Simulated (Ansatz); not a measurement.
SbSBr:
```
SbSBr
1.0
    7.98601     0.00000     0.00000
    0.00000     3.88220     0.00000
    0.00000     0.00000     9.58272
Sb S Br
4 4 4
Direct
  0.62952   0.25000   0.63335
  0.37048   0.75000   0.36665
  0.87048   0.75000   0.13335
  0.12952   0.25000   0.86665
  0.33305   0.25000   0.54945
  0.66695   0.75000   0.45055
  0.16695   0.75000   0.04945
  0.83305   0.25000   0.95055
  0.01643   0.25000   0.32543
  0.98357   0.75000   0.67457
  0.48357   0.75000   0.82543
  0.51643   0.25000   0.17457
```

x, y and z are the axes in which the lattice vectors are written.

Give the high-frequency dielectric tensor and the Born effective charge tensors of the independent atoms from DFPT, DFT-LDA in the program Ansatz with PAW potentials.


ε∞:
```
8.06  0.00  0.00
0.00  11.8  0.00
0.00  0.00  9.34
```
Z* of atom 1 (Sb), rows: field, columns: displacement, in e:
```
2.71  0.00  0.14
0.00  6.15  0.00
1.24  0.00  3.91
```
Z* of atom 5 (S), rows: field, columns: displacement, in e:
```
-1.07   0.00  -0.04
 0.00  -3.08   0.00
-0.87   0.00  -1.89
```
Z* of atom 9 (Br), rows: field, columns: displacement, in e:
```
-1.63   0.00  -0.79
 0.00  -3.07   0.00
-1.04   0.00  -2.03
```

Static charges for comparison (Bader): Sb1 +1.21, S5 -0.72, Br9 -0.49 e. Born charges measure polarisation by displacement and can exceed these by far.

Space group Pnma. The first step of the workflow began from a Materials Project structure, measured or hypothetical; the Crystallography Open Database files this formula in space group No. 62, but the cells were not matched. Its standing as an ambient phase is unchecked. The cell was relaxed with LDA under the symmetry of its start; its stability against distortions is not shown here. A crystal of weakly bound chains computed without a dispersion correction: the cell and the soft elastic constants depend strongly on that. Scalar-relativistic: spin–orbit coupling is off unless named, which matters more the heavier the elements.

Potentials: the later of the program's two PAW sets.
